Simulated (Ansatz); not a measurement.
Starting cell, MgO (rock salt):

```xyz
4
Lattice="0.0000 4.2537 4.2537 2.1269 0.0000 2.1269 2.1269 2.1269 0.0000" Properties=species:S:1:pos:R:3 pbc="T T T"
O      0.0000     0.0000     0.0000
O      0.0000     2.1269     2.1269
Mg     2.1269     2.1269     2.1269
Mg     2.1269     4.2537     4.2537
```

In each cell atom 1 (O, nearest neighbour Mg at 2.127 Å; its periodic images, 3.0 Å or more away, move with it) moves by s·(-1.000, 0.000, 0.000) (towards the nearest neighbour), the rest being held.

Computed with PBE (plane waves to 420 eV, PAW, scalar-relativistic; Ansatz, an electronic-structure program). k mesh 11×11×11 (Γ-centred), Fermi-Dirac smearing 0.05 eV. E stands for the smeared free energy. Left out: 2 of 11 points, with atoms too close for the PAW data. MgO was relaxed with its symmetry unable to fall. ΔE is measured from the undisplaced structure.

Successive frames, forces in eV/Å:

```json
[
 {"frame": "s = -0.128 Å", "ΔE (meV/cell)": "64", "F on O1": "(-1.038, 0.234, 0.234)", "F on O2": "(0.361, -0.233, -0.233)", "F on Mg3": "(0.177, -0.003, -0.003)", "F on Mg4": "(0.500, 0.002, 0.002)"},
 {"frame": "s = 0.000 Å", "ΔE (meV/cell)": "0", "F on O1": "(0.000, 0.000, 0.000)", "F on O2": "(0.000, 0.000, 0.000)", "F on Mg3": "(0.000, 0.000, 0.000)", "F on Mg4": "(0.000, 0.000, 0.000)"},
 {"frame": "s = 0.128 Å", "ΔE (meV/cell)": "64", "F on O1": "(1.038, -0.234, -0.234)", "F on O2": "(-0.361, 0.233, 0.233)", "F on Mg3": "(-0.500, -0.002, -0.002)", "F on Mg4": "(-0.177, 0.003, 0.003)"}
]
```

Q: What are the energy and the forces in the next frame, s = 0.256 Å?

A: ΔE (meV/cell) = 285.

```csv
atom,Fx,Fy,Fz
O1,2.539,-0.472,-0.472
O2,-0.721,0.466,0.466
Mg3,-1.619,-0.005,-0.005
Mg4,-0.200,0.012,0.012
```

(A displaced cell: forces are minus the slopes of the energy, force constants its curvatures, and phonons follow from these.)
